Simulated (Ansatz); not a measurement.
Polymorphs of Se, each relaxed with PBE+D3(BJ) (plane waves, PAW; program Ansatz):

A: R-3m
a = b = 3.9825 Å, c = 4.7499 Å, α = β = 90.00°, γ = 120.00°

```tsv
atom	site	symmetry	x	y	z
Se	3b	-3m	0.0000	0.0000	0.5000
```

B: trigonal Se type (P3_121)
a = 4.065 Å, b = 4.065 Å, c = 5.131 Å, α = 90.00°, β = 90.00°, γ = 120.00°

```csv
atom,site,symmetry,x,y,z
Se,3b,.2.,0.7526,0.7526,0.5000
```

Task: Rank these by energy per atom at 0 K (lowest first), as PBE+D3(BJ) gives it.

Result: B (+0 meV/atom), A (+103 meV/atom)

Task: Give each one's gap.

Result: A no gap; B 0.46 eV.

Not the usual ambient phase: A. All cells were relaxed under the symmetry of their starts (and spin orders); stability against distortions was not tested throughout. Scalar-relativistic: spin–orbit coupling is off unless named, which matters more the heavier the elements.

Energies hold the estimated change up to a 700 eV cutoff; steps of a few meV lie near the error of the meshes.

Potentials: the earlier of the program's two PAW sets.
